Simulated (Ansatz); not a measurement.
GaSe in space group R3m (No. 160; Ga on 3a, Ga on 3a, Se on 3a, Se on 3a), LDA (plane waves, PAW; program Ansatz). The conduction-band minimum lies at T, with 1 equivalent valley. Second derivatives d²E/dk² of the lowest band at one valley (eV·Å²), along Cartesian directions:

| direction | d²E/dk² |
|---|---|
| [100] | 68.98 |
| [010] | 68.98 |
| [001] | 91.91 |
| [110] | 68.98 |
| [101] | 80.52 |
| [011] | 80.53 |

### Question
Find the principal effective masses, the density-of-states mass and the conductivity mass.

### Answer
Off-diagonal terms follow from H_xy = H[110] − (H_xx + H_yy)/2, and m*/mₑ = 7.620 eV·Å² over each eigenvalue: 0.083, 0.11, 0.11. One valley's DOS mass (m₁m₂m₃)^(1/3) = 0.10, conductivity mass 3/(Σ 1/mᵢ) = 0.099 mₑ.

### Question
What effective density of states Nc follows at 300 K for parabolic valleys?

### Answer
Nc = 2.509e19 × 1 × (0.10)^(3/2) ≈ 7.9e17 cm⁻³.

The workflow started from a Materials Project entry (that database holds measured and hypothetical structures alike); the Crystallography Open Database copy checked does not list it. It is not the phase usual at ambient conditions (space group No. 194). The cell was relaxed with LDA under the symmetry of its start; whether a distortion lowers the energy is not shown. A crystal of weakly bound layers computed without a dispersion correction: the cell and the soft elastic constants depend strongly on that. Spin–orbit coupling is left out wherever it is not named.

Potentials: the later of the program's two PAW sets.

Edges and masses are those of Kohn–Sham bands, whose gap is no quasiparticle gap.
